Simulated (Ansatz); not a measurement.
# What DFT gives for Rb$_{2}$YbSn$_{2}$

```
Rb Yb Sn
1.0
     0.00000    5.23873    0.00000
     5.23873    0.00000    0.00000
     2.61937    2.61937   -5.99697
Rb Yb Sn
2 1 2
Direct
  0.75000 0.25000 0.50000
  0.25000 0.75000 0.50000
  0.00000 0.00000 0.00000
  0.37500 0.37500 0.25000
  0.62500 0.62500 0.75000
```

Level: r2SCAN, no spin polarisation; 500 eV; 5×5×5 Γ-centred mesh; fermi-dirac occupations (width 0.1 eV); Ansatz 0.2.0, fixed geometry.

- Charges: Bader charges in e: Rb +0.48, Yb +1.05, Sn -1.00. In the mean Yb gives up most and Sn takes most.
- Electronic structure: It is a metal, with about 3.8 states/eV a cell as the mean within 0.25 eV of the Fermi level, mostly Sn p (51 %) and Yb d (19 %).
- Forces: The largest is on Sn4 (and as large on other atoms): 3.94 eV/Å, components (0.00, 0.00, 3.94). It makes 0° with the line to a nearest neighbour, Sn5 at 3.00 Å, pointing towards it.
- Contacts: Sn–Sn at 3.00 Å: least valence density 0.24 e/Å³ and ELF 0.45 there. Rb–Sn at 3.02 Å: least valence density 0.19 e/Å³ and ELF 0.14 there. Yb–Rb at 3.98 Å: least valence density 0.04 e/Å³ and ELF 0.07 there, so no covalent bond. Both are smooth PAW fields, read partly inside the augmentation spheres.

Origin: a known structure type with other elements, at an estimated volume, so it need not be a known compound. Caveats: no spin polarisation, so a magnetic state may lie lower; atoms or cell far from equilibrium; f levels without a U or exact exchange are poorly placed.
